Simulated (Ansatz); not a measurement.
A geometry of Ti away from equilibrium: the start of the relaxation of a relaxed Ti cell displaced along its unstable phonon at q = (½, 0, 0) of its primitive reciprocal cell (161i cm⁻¹), largest move 0.15 Å. Level of theory: PBEsol (plane waves to 420 eV, PAW, scalar-relativistic; Ansatz, a first-principles code). Γ-centred k-mesh 7×14×14 on the run's cell (coarser than for final values), Fermi–Dirac smearing 0.05 eV.

```xyz
2
Lattice="-3.2095 3.2095 3.2095 1.6048 -1.6048 1.6048 1.6048 1.6048 -1.6048" Properties=species:S:1:pos:R:3 pbc="T T T"
Ti     0.0000     0.1061    -0.1061
Ti    -1.6048     1.4987     1.7108
```

**Question.** Predict the force on each atom, in eV/Å.

**Answer.** 
| atom | Fx | Fy | Fz |
|---|---|---|---|
| Ti1 | 0.00 | 0.19 | -0.19 |
| Ti2 | 0.00 | -0.19 | 0.19 |

**Question.** What is the pressure?

**Answer.** +0.4 GPa, compression positive.

**Question.** How far above the relaxed end point is this geometry?

**Answer.** 0.07 eV/atom; the path ends in P6₃/mmc (No. 194) (hcp (Mg type)).

No spin polarisation in the result.

The run could not lose the symmetry of its start.
